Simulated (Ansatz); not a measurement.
Crystals of one structure type (rock salt), relaxed and computed with r²SCAN (plane waves, PAW; program Ansatz).

```tsv
crystal	a (Å)	gap (eV)	ΔH_f (eV/atom)	B₀ by P(V) fit (GPa)
AlAg	5.365	none	0.35	68.8
AgCl	5.545	1.48	-0.59	50.5
ZrAg	5.636	none	0.48	98.6
NbAg	5.427	none	1.22	129
AgW	5.301	none	2.18	166
```

Typed or built starts, not in the databases checked: AlAg, rock salt; ZrAg, rock salt; NbAg, rock salt; AgW, rock salt. Unstable at this level: AlAg, rock salt; ZrAg, rock salt; NbAg, rock salt; AgW, rock salt. All cells were relaxed under the symmetry of their starts (and spin orders); stability against distortions was not tested throughout. Rows with no word on spin ran without spin polarisation. Spin–orbit coupling is left out wherever it is not named.

Potentials: the later of the program's two PAW sets.

Formation energies count from the lowest solids of the elements computed at the same level, not from gases.
